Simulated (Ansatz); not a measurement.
Sr:
```
Sr
1.0
   -2.40510     2.40510     2.40510
    2.40510    -2.40510     2.40510
    2.40510     2.40510    -2.40510
Sr
1
Direct
  0.00000   0.00000   0.00000
```

Relaxed with r²SCAN.

**Question.** Map the electron localisation function on the plane through (0.000, 0.000, 0.000) spanned by u = [1, 1, 0] and v = [1, -1, 0] in lattice vectors, from the program Ansatz at the r²SCAN level (PAW).

**Answer.** x is the fraction of u, y of v (the angle between them is 90°; rows are the nearest grid lines); atoms in the plane: Sr at (0.00, 0.00), Sr at (0.50, 0.50).
```
y \ x   0.000  0.0833  0.167  0.292  0.375  0.458  0.542  0.625  0.708  0.833  0.917   1.00
------  -----  ------  -----  -----  -----  -----  -----  -----  -----  -----  -----  -----
1.00    0.007   0.590  0.866  0.092  0.177  0.548  0.548  0.177  0.092  0.866  0.590  0.007
0.912   0.837   0.866  0.739  0.059  0.262  0.569  0.569  0.262  0.059  0.739  0.866  0.837
0.853   0.742   0.611  0.180  0.086  0.386  0.552  0.552  0.386  0.086  0.180  0.611  0.742
0.765   0.058   0.063  0.100  0.226  0.186  0.144  0.144  0.186  0.226  0.100  0.063  0.058
0.706   0.343   0.348  0.303  0.072  0.051  0.075  0.075  0.051  0.072  0.303  0.348  0.343
0.618   0.596   0.496  0.139  0.184  0.739  0.857  0.857  0.739  0.184  0.139  0.496  0.596
0.529   0.588   0.411  0.073  0.721  0.852  0.257  0.257  0.852  0.721  0.073  0.411  0.588
0.471   0.588   0.411  0.073  0.721  0.852  0.257  0.257  0.852  0.721  0.073  0.411  0.588
0.382   0.596   0.496  0.139  0.184  0.739  0.857  0.857  0.739  0.184  0.139  0.496  0.596
0.294   0.343   0.348  0.303  0.072  0.051  0.075  0.075  0.051  0.072  0.303  0.348  0.343
0.235   0.058   0.063  0.100  0.226  0.186  0.144  0.144  0.186  0.226  0.100  0.063  0.058
0.147   0.742   0.611  0.180  0.086  0.386  0.552  0.552  0.386  0.086  0.180  0.611  0.742
0.0882  0.837   0.866  0.739  0.059  0.262  0.569  0.569  0.262  0.059  0.739  0.866  0.837
0.000   0.007   0.590  0.866  0.092  0.177  0.548  0.548  0.177  0.092  0.866  0.590  0.007
```

The density is the valence pseudo-density with augmentation charge, so density and ELF within about 1 Å of a nucleus are not all-electron values.

Space group Im-3m (bcc (W type)). This is a known high-temperature phase of the composition, computed here at zero pressure and temperature. The cell was relaxed with r²SCAN under the symmetry of its start; its stability against distortions is not shown here.

Potentials: the later of the program's two PAW sets.
